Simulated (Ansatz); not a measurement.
The cell below belongs to a search over invented structures; it isn't taken from experiment.

Input and command of a plane-wave DFT calculation in Ansatz:

```yaml
crystal:
  lattice:
    - [3.4515115161, -0.0190017427, -0.0019984973]
    - [-1.7422117499, 2.8968712699, 0.0154192981]
    - [-0.0140068211, 0.1167003441, 24.0896370555]
  atoms:
    - { symbol: Zn, position: [0.6844526054, 0.3622317947, 0.8574268894] }
    - { symbol: Zn, position: [0.3475037468, 0.6472991142, 0.1465005743] }
    - { symbol: Zn, position: [0.6852847116, 0.3720492358, 0.0487675846] }
    - { symbol: Zn, position: [0.3421857179, 0.649158785, 0.9466488826] }
    - { symbol: O, position: [0.034160822, -0.026775837, 0.4761202014], spin: -0.61 }
    - { symbol: O, position: [-0.0827211682, 0.0434406274, 0.5299023657], spin: -0.61 }
    - { symbol: O, position: [0.6741394458, 0.3956304732, 0.6941413702], spin: 0.61 }
    - { symbol: O, position: [0.7225638206, 0.350551648, 0.6445040247], spin: 0.61 }
    - { symbol: O, position: [0.2609823113, 0.6234859174, 0.3091646588], spin: 0.61 }
    - { symbol: O, position: [0.3611990286, 0.6611934942, 0.3498058904], spin: 0.61 }
    - { symbol: O, position: [0.3348664285, 0.6960047941, 0.8479254874] }
    - { symbol: O, position: [0.6475339408, 0.3206255926, 0.1511413218] }
    - { symbol: O, position: [0.3238926852, 0.6444252708, 0.0567686] }
    - { symbol: O, position: [0.6639559035, 0.2606790897, 0.9411821487] }
basis:
  ecutwfc: 420
kpoints:
  mp_grid: { grid: [6, 6, 1] }
hamiltonian:
  xc: pbe
scf:
  occupations: { method: gaussian, width: 0.1 }
  lower_state_search: "off"
output:
  forces: true
  stress: true
  eigenvalues: true
  populations: true
magnetization:
  spin_polarized: true
relax:
  adjacent_minimum: "off"
  f_tol: 0.025
  max_steps: 60
  cell: { stress_tol: 0.25 }
```

```bash
ansatz run input.yaml --threads 1 --pin off --max-ram 2560MiB --backend cpu --events-out ev --progress --plain --runs-dir out
```

Processor: Intel(R) Xeon(R) Processor @ 2.70GHz, 1 thread, on a host shared with other jobs.

**Question.** Estimate time, memory and problem size.

**Answer.** About 11 min, peak memory 0.82 GiB. It solves 70 bands at 20 k points (after reduction by symmetry) with about 4719 plane waves (on the last cell), in 99 SCF iterations over 8 ionic steps.
